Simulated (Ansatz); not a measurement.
Level of theory: DFT PBE, scalar-relativistic, plane waves, PAW (Ansatz 0.2.0). All cells share a 420 eV cutoff and Γ-centred k meshes spaced at most about 0.3 Å⁻¹ (about 0.25 or finer for metals, 2π included). No spin polarisation in the final relaxations.

All energies are static (0 K, no zero-point motion). All come from trial cells, and lower structures may exist.

**Question.** Order these relaxed structures of CoTeH by energy, lowest first, with the energy over the lowest of them.
1.

Space group P-6m2 (No. 187). a = 3.157 Å, b = 3.157 Å, c = 4.404 Å, α = 90.00°, β = 90.00°, γ = 120.00°
```csv
atom,site,symmetry,x,y,z
Co,1a,-6m2,0.0000,0.0000,0.0000
Te,1d,-6m2,0.3333,0.6667,0.5000
H,1e,-6m2,0.6667,0.3333,0.0000
```

2.

Space group P4/mmm (No. 123). a = 3.661 Å, b = 3.661 Å, c = 3.156 Å, α = 90.00°, β = 90.00°, γ = 90.00°
```json
{"atom": "Co", "site": "1c", "symmetry": "4/mmm", "x": "0.5000", "y": "0.5000", "z": "0.0000"}
{"atom": "Te", "site": "1a", "symmetry": "4/mmm", "x": "0.0000", "y": "0.0000", "z": "0.0000"}
{"atom": "H", "site": "1d", "symmetry": "4/mmm", "x": "0.5000", "y": "0.5000", "z": "0.5000"}
```

3.

Space group P6_3/mmc (No. 194). a = 3.162 Å, b = 3.162 Å, c = 8.991 Å, α = 90.00°, β = 90.00°, γ = 120.00°
| atom | site | symmetry | x | y | z |
| --- | --- | --- | --- | --- | --- |
| Co | 2c | -6m2 | 0.3333 | 0.6667 | 0.2500 |
| Te | 2a | -3m. | 0.0000 | 0.0000 | 0.0000 |
| H | 2b | -6m2 | 0.0000 | 0.0000 | 0.2500 |

4.

Space group P4/mmm (No. 123). a = 3.492 Å, b = 3.492 Å, c = 3.209 Å, α = 90.00°, β = 90.00°, γ = 90.00°
| atom | site | symmetry | x | y | z |
| --- | --- | --- | --- | --- | --- |
| Co | 1d | 4/mmm | 0.5000 | 0.5000 | 0.5000 |
| Te | 1a | 4/mmm | 0.0000 | 0.0000 | 0.0000 |
| H | 1c | 4/mmm | 0.5000 | 0.5000 | 0.0000 |

**Answer.** 2 (0 meV/atom), 1 (254 meV/atom), 4 (341 meV/atom), 3 (390 meV/atom). Forms: 2 P4/mmm; 1 P-6m2; 4 P4/mmm; 3 P6_3/mmc. Counting H or Te atoms around Co (for each partner element, those within 1.25 times its shortest distance or 1.15 times the sum of covalent radii, where it is the nearest in units of that sum or under 1.3): cell 2 has Co 6; cell 1 has Co 9; cell 4 has Co 10; cell 3 has Co 9. Even the lowest lies +0.19 eV/atom against the elements.

These runs have no spin–orbit coupling, which can matter for Te. With hydrogen, zero-point motion can shift such differences by 10 meV/atom or more. Trial moments died out on the coarse mesh in P4/mmm, P-6m2 and P6_3/mmc; another magnetic start might hold. Cells relaxed within their symmetry can be saddle points. Some candidate types were left out of the draw beforehand, so a known form may be missing.
